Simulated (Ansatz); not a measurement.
LiCl (rock salt, Fm-3m), plane-wave PAW r²SCAN (Ansatz code). The conduction-band minimum lies at Γ, with 1 equivalent valley. Second derivatives d²E/dk² of the lowest band at one valley (eV·Å²), along Cartesian directions:

```json
[
 {"direction": "[100]", "d²E/dk²": "16.24"},
 {"direction": "[010]", "d²E/dk²": "16.24"},
 {"direction": "[001]", "d²E/dk²": "16.24"},
 {"direction": "[110]", "d²E/dk²": "16.24"},
 {"direction": "[101]", "d²E/dk²": "16.24"},
 {"direction": "[011]", "d²E/dk²": "16.24"}
]
```

Q: Find the principal effective masses, the density-of-states mass and the conductivity mass.

A: Off-diagonal terms follow from H_xy = H[110] − (H_xx + H_yy)/2, and m*/mₑ = 7.620 eV·Å² over each eigenvalue: 0.47, 0.47, 0.47. One valley's DOS mass (m₁m₂m₃)^(1/3) = 0.47, conductivity mass 3/(Σ 1/mᵢ) = 0.47 mₑ.

Q: What effective density of states Nc follows at 300 K for parabolic valleys?

A: Nc = 2.509e19 × 1 × (0.47)^(3/2) ≈ 8.1e18 cm⁻³.

Q: With the computed static dielectric constant 12.3 (mean of the diagonal), estimate a hydrogenic donor's binding energy and radius.

A: E = 13.606 eV × 0.47/12.3² ≈ 42 meV; a = 0.529 Å × ε/m* ≈ 14 Å. Semilocal masses tend to be too small when the gap is underestimated.

Q: With ε∞ = 2.83 and ω_LO = 400 cm⁻¹, what Fröhlich coupling constant follows?

A: α = (1/ε∞ − 1/ε0) √(m* × 13.606 eV/ħω_LO) = 3.1.

The cell was relaxed with r²SCAN under the symmetry of its start.

Potentials: the earlier of the program's two PAW sets. The files were generated under PBE; for other functionals the program regenerates the frozen cores, and for LDA and PBEsol the local potential too.
